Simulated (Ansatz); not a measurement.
Consider the following.

AgW:
```
CELL_PARAMETERS angstrom
      3.17605     0.00000     0.00000
      0.00000     3.17605     0.00000
      0.00000     0.00000     3.17605
ATOMIC_POSITIONS crystal
  Ag 0.00000 0.00000 0.00000
  W  0.50000 0.50000 0.50000
```

This is the PBEsol-relaxed structure.

All from plane-wave PAW PBEsol (Ansatz code), unless another level is named. Predict the density of states at the Fermi level.

1.5 states/eV per atom (mean over ±0.08 eV).

What about the formation energy from the elements (no fitted shifts)?

1.14 eV/atom.

Space group Pm-3m (CsCl type). The start of the workflow was typed in or built on a structure type; neither database checked (COD, Materials Project) lists it. Its standing as an ambient phase is unchecked. The cell was relaxed with PBEsol under the symmetry of its start. At this level the phase is mechanically unstable. No spin polarisation was allowed. Its formation energy is positive at this level, so the cell may be metastable or incomplete. The references are the lowest solids computed at this level, not always the standard phases. Scalar-relativistic: spin–orbit coupling is off unless named, which matters more the heavier the elements.

Potentials: the later of the program's two PAW sets.
